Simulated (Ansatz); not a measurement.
Relaxed-ion elastic tensor of Cu$_{3}$Sn in space group Fm-3m (No. 225; Cu on 4b, Cu on 8c, Sn on 4a) in GPa (Voigt order), PBEsol in the plane-wave PAW code Ansatz; density 9.27 g/cm³, 13.86 Å³ per atom.

```
     1    2    3     4     5     6
-  ---  ---  ---  ----  ----  ----
1  126  132  132   0.0   0.0   0.0
2  132  126  132   0.0   0.0   0.0
3  132  132  126   0.0   0.0   0.0
4  0.0  0.0  0.0  68.1   0.0   0.0
5  0.0  0.0  0.0   0.0  68.1   0.0
6  0.0  0.0  0.0   0.0   0.0  68.1
```

### Question
Is the crystal mechanically stable?

### Answer
No: the smallest eigenvalue of C is -6.4 GPa.

The workflow started from a Materials Project entry (that database holds measured and hypothetical structures alike); the Crystallography Open Database copy checked does not list it. COD files the formula under space group No. 59, 63. With Cu and Sn taken as one species the cell has the higher symmetry Im-3m, so it may be an ordered model of a mixed-site phase. Its standing as an ambient phase is unchecked. The cell was relaxed with PBEsol under the symmetry of its start. At this level the phase is mechanically unstable. The run is not spin-polarised. As this level gives no gap, shear constants depend on the k-mesh and smearing (Fermi–Dirac, 0.1 eV here). Scalar-relativistic: spin–orbit coupling is off unless named, which matters more the heavier the elements.

Potentials: the later of the program's two PAW sets.
